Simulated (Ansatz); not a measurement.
A generated cell, not matched to a known phase here, of Ni$_{2}$O: Fm-3m (No. 225), cF12, anti-fluorite type; a = b = c = 4.980 Å, α = β = γ = 90.00°; O 4a (0.000, 0.000, 0.000); Ni 8c (0.250, 0.250, 0.250). All values below come from r2SCAN (plane waves to 500 eV, PAW, scalar-relativistic; Ansatz, an electronic-structure program). Element references, the lowest calculated here: Ni (Fm-3m, ferromagnetic), O (C2/m, ferromagnetic, forced by one molecule a cell; α-O2 is antiferromagnetic); gases are represented by their molecular solids.

Total energies (eV/atom, σ → 0; comparable only within this code, potentials and settings):

| phase | E (eV/atom) |
|---|---|
| Ni2O (Fm-3m) | -4085.328 |
| Ni (Fm-3m) | -5845.291 |
| O (C2/m) | -566.007 |

Question: What is the formation energy of this Fm-3m form of Ni2O from the elements?

Answer: E_f = -4085.328 − [2 × (-5845.291) + 1 × (-566.007)] / 3 = 0.20 eV/atom (0.6 eV per formula unit).

A lower structure of this composition may exist.

Static energies, no anion corrections, no zero-point energy. Values are rounded to 0.01 eV/atom. Not shown to be the ambient phase of their composition (a lower form may be missing, and a cell relaxed within its start's symmetry can be a saddle point): Ni2O (Fm-3m). Spin state reached: ferromagnetic (net 0.79 μB/atom); other spin orders were not run from this start. r2SCAN tends to overstate moments in metals. The d or f electrons are treated with no Hubbard U. A magnetic insulating state can be missed without it.
